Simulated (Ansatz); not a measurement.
InGaP2:
```cif
data_Ga3In3P6
_chemical_formula_sum 'In3 Ga3 P6'
_space_group_name_H-M_alt 'R3m :H'
_space_group_IT_number 160
_space_group_name_Hall 'R 3 -2"'
_cell_length_a 4.01376
_cell_length_b 4.01376
_cell_length_c 19.76248
_cell_angle_alpha 90.000
_cell_angle_beta 90.000
_cell_angle_gamma 120.000
loop_
_atom_site_label
_atom_site_type_symbol
_atom_site_symmetry_multiplicity
_atom_site_Wyckoff_symbol
_atom_site_fract_x
_atom_site_fract_y
_atom_site_fract_z
_atom_site_occupancy
In1 In 3 a 0.00000 0.00000 0.50060 1
Ga1 Ga 3 a 0.00000 0.00000 0.00024 1
P1 P 3 a 0.00000 0.00000 0.11930 1
P2 P 3 a 0.00000 0.00000 0.62985 1
```
(The calculation used a cell of 4 atoms; values per cell refer to that cell.)

Relaxed with r²SCAN. r²SCAN in the plane-wave PAW code Ansatz gives a gap of 1.09 eV.

### Question
What gap does HSE06 give on the same cell (Ansatz, PAW)?

### Answer
1.49 eV, 0.41 eV more. The hybrid was solved on a coarser mesh and at special points; its gap is the smallest among all of these.

```tsv
k	v1 r²SCAN	c1 r²SCAN	v1 HSE06	c1 HSE06
Γ	0.00	1.09	0.00	1.49
T	-0.40	1.55	-0.41	2.02
L	-1.71	2.25	___	___
F	-1.08	1.57	___	___
S0	-1.99	2.62	___	___
H0	-2.00	2.86	___	___
```

### Question
Top valence (v1) and lowest conduction level (c1) in eV from each method's valence maximum (which need not be a listed point): supply the withheld HSE06 values.

### Answer

- L, v1 HSE06: -1.80
- L, c1 HSE06: 2.71
- F, v1 HSE06: -1.13
- F, c1 HSE06: 2.00
- H0, v1 HSE06: -2.09
- H0, c1 HSE06: 3.31
- S0, v1 HSE06: -2.08
- S0, c1 HSE06: 3.06

Cost on shared cores: the r²SCAN run (SCF on a 8×8×8 mesh, then bands and DOS) around 3 core-minutes (rough), the HSE06 run (SCF on 6×6×6, then a few points) very roughly 5 core-minutes; the tasks are unlike.

The first step of the workflow began from a Materials Project structure, measured or hypothetical; the Crystallography Open Database copy checked does not list it. With In and Ga taken as one species the cell has the higher symmetry F-43m, so it may be an ordered model of a mixed-site phase. Its standing as an ambient phase is unchecked. Symmetry was held in the r²SCAN relaxation; of distortions, only those at the zone centre were tested. Scalar-relativistic: spin–orbit coupling is off unless named, which matters more the heavier the elements.

Potentials: the later of the program's two PAW sets.
